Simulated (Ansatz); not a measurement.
InP:
```
CELL_PARAMETERS angstrom
      4.13822     0.00000     0.00000
     -2.06911     3.58380     0.00000
      0.00000     0.00000     9.35104
ATOMIC_POSITIONS crystal
  In 0.00000 0.50000 0.33333
  In 0.50000 0.50000 0.66667
  In 0.50000 0.00000 0.00000
  P  0.00000 0.50000 0.83333
  P  0.50000 0.50000 0.16667
  P  0.50000 0.00000 0.50000
```

Relaxed with r²SCAN. Special points in fractions of this cell's reciprocal vectors: Γ (0.000, 0.000, 0.000); M (0.500, 0.000, 0.000); K (0.333, 0.333, 0.000); A (0.000, 0.000, 0.500); L (0.500, 0.000, 0.500); H (0.333, 0.333, 0.500).

### Question
List the band energies nearest the valence-band maximum at these points for r²SCAN with spin–orbit coupling (plane waves, PAW; program Ansatz).

### Answer
In eV from the valence-band maximum; about four levels below and three above (degenerate sets whole), none deeper than 8.9 eV; points with the same levels are listed once.

```tsv
k	below	above
Γ	-0.35 -0.35 -0.01 -0.01	0.41 0.41 2.44 2.44
M	-1.46 -1.46 -1.29 -1.29	1.28 1.28 1.54 1.54
K	-1.48 -1.48 -1.45 -1.42	0.90 0.90 2.63
A	-0.42 -0.42 -0.13 -0.13	2.06 2.06 2.07 2.07
L	-1.71 -1.71 -1.45 -1.45	1.38 1.38 2.07 2.07
H	-1.83 -1.83 -1.10 -1.10	2.68 2.68 2.84 2.84 2.85
```

Space group P6_422. The start of the workflow was typed in or built on a structure type; neither database checked (COD, Materials Project) lists it. It is not the phase usual at ambient conditions (space group No. 216). Symmetry was held in the r²SCAN relaxation; its stability against distortions is not shown here.

Potentials: the later of the program's two PAW sets.
